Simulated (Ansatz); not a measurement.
Input:

LaSi₂Ru₂:
```cif
data_LaRu2Si2
_chemical_formula_sum 'La1 Si2 Ru2'
_space_group_name_H-M_alt 'P 1'
_space_group_IT_number 1
_cell_length_a 5.82659
_cell_length_b 5.82659
_cell_length_c 5.82659
_cell_angle_alpha 137.451
_cell_angle_beta 137.451
_cell_angle_gamma 61.745
loop_
_space_group_symop_operation_xyz
  'x, y, z'
loop_
_atom_site_label
_atom_site_type_symbol
_atom_site_fract_x
_atom_site_fract_y
_atom_site_fract_z
_atom_site_occupancy
La1 La 0.00000 0.00000 0.00000 1
Si1 Si 0.64176 0.64176 0.00000 1
Si2 Si 0.35824 0.35824 0.00000 1
Ru1 Ru 0.25000 0.75000 0.50000 1
Ru2 Ru 0.75000 0.25000 0.50000 1
```

This is the r²SCAN-relaxed structure.

### Question
All from r²SCAN in the plane-wave PAW code Ansatz, unless another level is named. Give the electronic character.

### Answer
metallic (no gap).

### Question
What about the density of states at the Fermi level?

### Answer
0.36 states/eV per atom (mean over ±0.08 eV).

### Question
Give the formation energy from the elements (no fitted shifts).

### Answer
-0.95 eV/atom.

Space group I4/mmm. The first step of the workflow began from a Materials Project structure, measured or hypothetical; the Crystallography Open Database files this formula in space group No. 139, but the cells were not matched. Its standing as an ambient phase is unchecked. The r²SCAN relaxation kept the symmetry of its start; whether a distortion lowers the energy is not shown. The run is not spin-polarised. The references are the lowest solids computed at this level, not always the standard phases. Spin–orbit coupling is left out wherever it is not named.

Potentials: the later of the program's two PAW sets.
